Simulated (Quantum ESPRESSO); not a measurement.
For atom 5 (O) of SiO₂ in P4₁2₁2, the PAW reconstruction of the field gradient on a scalar-relativistic PBE ground state (a modified build of Quantum ESPRESSO, JTH datasets) gives this field-gradient tensor in Cartesian axes (atomic units, 1 a.u. = 9.7174×10²¹ V/m²):

```
 0.4247   0.1992  -0.6260
 0.1992  -0.4969  -0.1489
-0.6260  -0.1489   0.0723
```

The cell was made here from a computed Materials Project entry: strained by +2 % along the unique axis and by -1 % across it, atoms relaxed (PBE without dispersion, pw.x of Quantum ESPRESSO, symmetry kept). The parent is SiO2 in P4₁2₁2. Stability against distortions was not tested.  Cores are frozen. Against all-electron runs on small test molecules, this scheme's |Vzz| missed by −6 % on Si, −2 to +6 % on O.

Problem. Find the principal values, η_Q, |C_Q|, ν_Q and P_Q for ¹⁷O (I = 5/2, |Q| = 0.0256 barn), and the second-order MAS shift at 18.8 T.

Solution. Eigenvalues (principal values) by size: Vxx = -0.4018, Vyy = -0.5400, Vzz = 0.9418 a.u. (they sum to zero).
η_Q = (Vxx − Vyy)/Vzz = 0.15.
|C_Q| = 234.96 MHz × |Q|/barn × |Vzz|/a.u. = 234.96 × 0.0256 × 0.9418 = 5.66 MHz.
Quadrupole frequency ν_Q = 3C_Q/[2I(2I − 1)] = 0.850 MHz, and P_Q = C_Q(1 + η²/3)^½ = 5.69 MHz.
At 18.8 T the Larmor frequency is ν0 = 108.6 MHz, and the second-order shift of the central transition's centre of gravity under MAS is −(3/40)(P_Q/ν0)²[I(I + 1) − 3/4]/[I²(2I − 1)²] × 10⁶ = -16.5 ppm.
